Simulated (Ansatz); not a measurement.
# Tetragonal deformation path in Sn

All numbers below come from Ansatz 0.2.0, DFT PBE, scalar-relativistic, plane waves, PAW. Cutoff 420 eV, Γ-centred 18×18×18 k-points, Methfessel–Paxton smearing of 0.2 eV. No spin polarisation. Energies are free energies at this smearing, counted from the undisturbed cell; pressure is positive in compression.

The starting cell (as given, not relaxed at this level; it stands at 1.4 GPa):

```
CELL_PARAMETERS angstrom
-2.94014 2.94014 1.59930
2.94014 -2.94014 1.59930
2.94014 2.94014 -1.59930
ATOMIC_POSITIONS crystal
Sn 0.75000 0.25000 0.50000
Sn 0.00000 0.00000 0.00000
```

At fixed volume and fractional coordinates, lengths along (0.000, 0.000, 1.000) are scaled against those across it; ρ is that ratio over its starting value. The cell is metallic on the mesh throughout.

```tsv
ρ	ΔE (meV/atom)	pressure (GPa)
0.800	244.7	6.0
0.850	117.0	3.6
0.920	22.8	1.8
0.960	5.0	1.4
1.000	0.0	1.4
1.050	8.9	1.6
1.100	30.5	2.1
1.200	94.5	3.7
1.300	169.8	5.6
```

Cost: 9 runs of about 6.3 core-minutes in all, on Intel Xeon Processor @ 2.50GHz (Skylake/Cascade Lake) (shared hosts).